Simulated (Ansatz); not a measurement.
## YbBi (WC-type structure)

Method: PBE+U (U_eff = 6 eV on Yb 4f), scalar-relativistic; collinear spin; PAW, 420 eV, 6×6×4 k-mesh, Gaussian smearing of 0.05 eV; code Ansatz. The datasets are Ansatz's generated set soft_2.

```xyz
2
Lattice="4.0763 0.0000 0.0000 -2.0382 3.5302 0.0000 0.0000 0.0000 4.6625" Properties=species:S:1:pos:R:3 pbc="T T T"
Yb    0.0000    0.0000    0.0000
Bi    2.0382    1.1767    2.3313
```

The start was a prototype's sites filled with these elements, not a measured cell.

Starting moments: Yb 0.05 μB on each such atom, all parallel.

The open shells were started in several ways at this geometry:
- carried from the relaxation
- from atoms, symmetry kept, no search for lower states
- from atoms, default search
- from atoms, wider search

(1) Do they end in different states?

Answer:

(1) No. All 4 end within 0.5 meV/atom, with a gap of zero (metallic), spin moments none and occupations Yb1 up: 1.00 1.00 1.00 1.00 1.00 1.00 1.00; Yb1 down: 1.00 1.00 1.00 1.00 1.00 1.00 1.00.

No spin–orbit coupling, a notable omission for heavy elements. The run holds 1.0 f electrons more on Yb than the trivalent ion has, so it is divalent here. In such compounds it is trivalent as a rule, so this state is likely an artefact, and the extra f charge swells the ion. The k-mesh is coarse, so small energy differences aren't converged.
